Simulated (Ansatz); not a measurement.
NbN (rock salt, Fm-3m), a = b = c = 4.4215 Å, α = β = γ = 90.00°; the cell used has 2 atoms.

Relaxed with PBE.

Task: Decompose the optical modes at the zone centre into irreducible representations, and say which are infrared and Raman allowed.

Result: Point group m-3m: Γ_opt = T1u. Infrared: T1u. Raman: none.

Task: Assign frequencies (DFPT, plane-wave PAW PBE (Ansatz code)).

Result: T1u 376 cm⁻¹.

The PBE relaxation kept the symmetry of its start. At this level the phase is dynamically unstable (imaginary phonons). The run is not spin-polarised. As this level gives no gap, phonon frequencies hold no LO–TO term and depend on the k-mesh and smearing (Fermi–Dirac, 0.1 eV here).

Potentials: the later of the program's two PAW sets.
